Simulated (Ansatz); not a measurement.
Input file for Ansatz (a first-principles code):

Ansatz 0.2 input:
```yaml
crystal:
  lattice:
    - [5.6541515879, 0.0, 0.0]
    - [0.0, 5.6541515879, 0.0]
    - [0.0, 0.0, 5.6541515879]
  atoms:
    - { symbol: Cs, position: [0.0, 0.0, 0.0] }
    - { symbol: Sn, position: [0.5, 0.5, 0.5] }
    - { symbol: Br, position: [0.0, 0.5, 0.5] }
    - { symbol: Br, position: [0.5, 0.5, 0.0] }
    - { symbol: Br, position: [0.5, 0.0, 0.5] }
kpoints:
  mp_grid: { grid: [15, 15, 15] }
hamiltonian:
  xc: lda
  pseudopotentials: { kind: paw }
scf:
  occupations: { method: fermi_dirac, width: 0.1 }
elastic: { mode: relaxed_ion, stencil: two_point, amplitude: 0.005, f_tol: 0.0005 }
```

Output (shortened):

```
Pseudopotentials: kind: paw
Pseudopotential: Cs, paw, valence charge 9
Pseudopotential: Sn, paw, valence charge 14
Pseudopotential: Br, paw, valence charge 7
Functional definition: SPW92
Crystal: 5 atoms, lattice volume = 180.760 Å³
Basis set: ecut = 420 eV, 3575 PW (Γ)
Bands: 27, of which v1, the nominal top of the filled ones, is band 22 counted from 1 (21 counted from 0)
Symmetry: 48 space group operations
Space group: Pm-3m (ITA 221), of the structure as read, at distance tolerance 5.7e-5 Å
k-points: 120 of 3375
PAW frozen core: Cs, regenerated for the run's functional, and the local potential with it
PAW frozen core: Sn, regenerated for the run's functional, and the local potential with it
PAW frozen core: Br, regenerated for the run's functional, and the local potential with it
Initial wavefunctions: pseudopotential atomic-orbital guess
Eigensolver: davidson
Functional: x = slater, c = lda
all-band conjugate gradients solve this SCF's bands
SCF 1 converged in 10 iterations: F = -19471.948014 eV  dr2 = 9.43e-14
density extrapolation: transplant  |δρ|_rms = 1.251e-2 e/Å³  SAD shift = 2.901e-3 e/Å³
Crystal: 5 atoms, lattice volume = 179.856 Å³
Basis set: ecut = 420 eV, 3511 PW (Γ)
Symmetry: 16 space group operations
k-points: 288 of 3375
Initial density: handed on by an earlier stage of this run
Initial wavefunctions: those handed on with the density
SCF 2 converged in 10 iterations: F = -19471.946558 eV  dr2 = 1.60e-14
density extrapolation: first-order (α = -2.000)  |δρ|_rms = 1.251e-2 e/Å³  SAD shift = 2.878e-3 e/Å³
Crystal: 5 atoms, lattice volume = 181.664 Å³
Basis set: ecut = 420 eV, 3583 PW (Γ)
SCF 3 converged in 7 iterations: F = -19471.947686 eV  dr2 = 2.29e-14
density extrapolation: transplant  |δρ|_rms = 1.251e-2 e/Å³  SAD shift = 1.593e-3 e/Å³
Crystal: 5 atoms, lattice volume = 180.759 Å³
Basis set: ecut = 420 eV, 3555 PW (Γ)
Symmetry: 8 space group operations
k-points: 512 of 3375
SCF 4 converged in 8 iterations: F = -19471.947946 eV  dr2 = 7.79e-14
density extrapolation: first-order (α = -2.000)  |δρ|_rms = 1.251e-2 e/Å³  SAD shift = 1.593e-3 e/Å³
Crystal: 5 atoms, lattice volume = 180.759 Å³
SCF 5 converged in 6 iterations: F = -19471.947946 eV  dr2 = 1.09e-14
SCF converged after 10 iterations
Free energy (F): -19471.948014 eV
Harris-Foulkes:  -19471.948014 eV  (|F-HF|=0.00e0)
Internal energy: -19471.946634 eV  (E = F + TS)
E sigma→0 (E₀):  -19471.947324 eV
Entropy (-TS):   -0.001379 eV (-0.276 meV/atom)
Fermi energy:    5.352474 eV
--- Per-component energies (eV) ---
  E_band       = -264.943634
  E_kinetic    = 731.650392
  E_local      = -2437.233488  (includes V_loc(G=0)·N_el)
  E_nonlocal   = 219.768267
  E_hartree    = 1085.315453
  E_xc         = -1337.376470
  E_vxc        = -541.808156  (∫ρ·V_xc dr)
  E_paw        = -15375.877563  (= ΣΔE_a)
  E_vpaw       = -407.951553  (= ΣTr[D̂ρ^β])
  E_aug_tail   = -0.000002  (compensation charges beyond the density's cutoff)
  E_ewald      = -2359.508211
  E_core_change = 1.314988  (= ΣΔE_core)
  E_smearing   = -0.001379  (= −TS)
  E_closure    = 0.000000  (closes the sum)
  Σ components = -19471.948014   (vs F -19471.948014, Δ=0.00e0)
--- Forces (eV/Å), atoms counted from 1 ---
  atom   1  Cs     0.00000000     0.00000000     0.00000000
  atom   2  Sn     0.00000000     0.00000000     0.00000000
  atom   3  Br     0.00000000     0.00000000     0.00000000
  atom   4  Br     0.00000000     0.00000000     0.00000000
  atom   5  Br     0.00000000     0.00000000     0.00000000
  max |Σ_I F_I| component: 0.0 eV/Å
--- Stress (GPa, compression-positive) ---
        0.096942       0.000000       0.000000
        0.000000       0.096942       0.000000
        0.000000       0.000000       0.096942
  P = ⅓ Tr σ = 0.0969 GPa (0.969 kbar)
  The stress holds the Pulay correction. Without it, at fixed plane waves, as pw.x and ABINIT print it: P = 0.0762 GPa
  The stress includes an estimate of the error left by incomplete SCF convergence (largest component  0.0000 GPa; it does not cover the PAW one-centre terms).
--- Band table (eV; the first three rows and the last of 120) ---
  k-point 0: bands = ["-17.0652", "-16.7962", "-16.7962", "-16.7385", "-16.7385", "-16.7385", "-10.9014", "-10.1949", "-10.1949", "-3.8299", "-3.8299", "-3.8299", "-1.0622", "-0.5370", "-0.5370", "-0.5370", "1.9546", "1.9546", "1.9546", "2.1488", "2.1488", …
  k-point 1: bands = ["-17.0651", "-16.7962", "-16.7957", "-16.7385", "-16.7385", "-16.7385", "-10.8959", "-10.2031", "-10.1948", "-3.8287", "-3.8287", "-3.8284", "-1.2704", "-0.5333", "-0.5333", "-0.2926", "1.9458", "1.9467", "1.9467", "2.1402", "2.1402", …
  k-point 2: bands = ["-17.0649", "-16.7962", "-16.7943", "-16.7385", "-16.7385", "-16.7385", "-10.8797", "-10.2269", "-10.1944", "-3.8254", "-3.8254", "-3.8242", "-1.5823", "-0.5227", "-0.5227", "0.1181", "1.9213", "1.9240", "1.9240", "2.1165", "2.1165", …
  k-point 119: bands = ["-17.0594", "-16.7791", "-16.7791", "-16.7393", "-16.7393", "-16.7393", "-10.4571", "-10.4485", "-10.4485", "-4.1450", "-3.8919", "-3.8919", "-3.8897", "1.0848", "1.0967", "1.0967", "1.6855", "1.6855", "2.5482", "2.5482", "2.5590", …
  band table: 27 of 27 bands, residual norms ≤ 1.0e-3 eV
--- Elastic constants: 2 strain directions × 2 members + reference (group order 48) ---
  dense FFT box of the reference and of every strained cell: 40×40×40
  strains applied: 11, 23; error gains: componentwise 1.00 (the most a stress slope's error grows in a printed constant), spectral 1.73 (1 for all six strains …
  C = ∂σ_k/∂η_j (tension-positive GPa; Voigt order 11 22 33 23 13 12):
        63.176      8.156      8.156      0.000      0.000      0.000
         8.156     63.176      8.156      0.000      0.000      0.000
         8.156      8.156     63.176      0.000      0.000      0.000
         0.000      0.000      0.000      4.698      0.000      0.000
         0.000      0.000      0.000      0.000      4.698      0.000
         0.000      0.000      0.000      0.000      0.000      4.698
  reference stress σ⁰ (GPa):     -0.097     -0.097     -0.097      0.000      0.000      0.000
  moduli (Voigt/Reuss/Hill, GPa): K = 26.50/26.50/26.50   G = 13.82/7.03/10.43   E = 27.65   ν = 0.326
  mechanically stable: yes (min eigenvalue of sym C = 4.70 GPa)
  strain η (Voigt 11):  stress-route row diagonal C_11 = 63.18 GPa, energy-path curvature d²(F+E_count+ΔE)/dδ²/Ω₀ = 63.16 GPa
         δ    σ_11 (GPa)             F (eV)   n_scf  n_hpsi   n_pw
    -5.000e-3      -0.4217      -19471.9465577      10  186556   3543   relax 0 steps, max|allowed force component| 0.0 eV/Å
     5.000e-3       0.2101      -19471.9476861       7  150205   3587   relax 0 steps, max|allowed force component| 0.0 eV/Å
  strain η (Voigt 23):  stress-route row diagonal C_44 = 4.70 GPa, energy-path curvature d²(F+E_count+ΔE)/dδ²/Ω₀ = 4.75 GPa
         δ    σ_23 (GPa)             F (eV)   n_scf  n_hpsi   n_pw
    -5.000e-3      -0.0235      -19471.9479459       8  289229   3571   relax 0 steps, max|allowed force component| 0.0 eV/Å
     5.000e-3       0.0235      -19471.9479459       6  240766   3571   relax 0 steps, max|allowed force component| 0.0 eV/Å
```

Cost: around 10 core-minutes (rough) on shared cores.

Symmetry was held in the LDA relaxation; of distortions, only those at the zone centre were tested. As this level gives no gap, shear constants depend on the k-mesh and smearing (Fermi–Dirac, 0.1 eV here). Scalar-relativistic: spin–orbit coupling is off unless named, which matters more the heavier the elements.

Potentials: the later of the program's two PAW sets.

Ansatz is a plane-wave DFT program.
